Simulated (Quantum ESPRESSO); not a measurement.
# Planted mistakes on one cell of Si3FO4N

Calculated results; nothing here was measured. They come from pw.x of Quantum ESPRESSO 7.5, a plane-wave density functional program, with PseudoDojo standard norm-conserving files (v0.5 for PBE, v0.4.1 for LDA and PBEsol). The cells are made up: elements, strain and atom displacements were drawn at random, and nothing was relaxed. There is no spin polarisation, spin-orbit coupling or dispersion term.

The cell has 9 sites of a quartz lattice. Sites 1 to 3 hold Si Si Si; sites 4 to 9 hold F O O N O O. Cell vectors in Å: (4.910, -0.048, -0.012); (-2.496, 4.272, 0.012); (-0.013, 0.008, 5.382). Settings: PBE, cutoff 1143 eV, 5 x 5 x 4 k mesh shifted by half a step, Fermi-Dirac smearing of 0.025 eV.

The intended run has a self-consistency threshold of 1e-07 eV, a smearing term of 0.000 eV, a pressure of 19.01 GPa and 12 iterations. Each further run changes one thing: all lengths scaled by 1.0069; atoms of sites 4 and 9 exchanged; cutoff 844 eV; files of LDA; k mesh 1 x 1 x 1; one electron removed; smearing 0.74 eV; threshold 0.05 eV. A coarse mesh keeps the shift, and a charged cell sits in a uniform background.

```
run,change of free energy (eV),smearing term -TS (eV),change of P (GPa),largest change of a force component (eV/Å),iterations
A,0.128,0.000,-0.53,6.585,11
B,0.011,0.000,0.06,0.144,6
C,-0.401,-1.280,2.58,0.965,12
D,0.488,0.000,-5.68,0.011,12
E,1.747,0.000,-8.88,0.699,12
F,-0.246,0.000,-4.40,0.691,12
G,0.237,0.000,0.68,1.183,12
H,-4.768,-0.021,-14.07,3.308,13
```

A rerun of the intended cell at 1437 eV and k mesh 7 x 7 x 6 moved values by no more than 0.002 eV in the cell's energy, 0.02 GPa in stress and 0.002 eV/Å in force.

Question: which change belongs to which run?

## Worked reading

Run B has the fewest iterations, as a run stopped early does. Run C has the largest smearing term, as wide smearing gives. Run F changes the volume by a factor of 1.0208; minus its pressure change over the logarithm of that factor, 214 GPa, is a rough bulk modulus with clamped atoms. Energies from files of another functional, or of a charged cell, have another zero and say nothing on stability; the pressure of a charged cell rests on the program's zero of potential too.

## Key

| run | change |
| --- | --- |
| A | atoms of sites 4 and 9 exchanged |
| B | threshold 0.05 eV |
| C | smearing 0.74 eV |
| D | cutoff 844 eV |
| E | files of LDA |
| F | all lengths scaled by 1.0069 |
| G | k mesh 1 x 1 x 1 |
| H | one electron removed |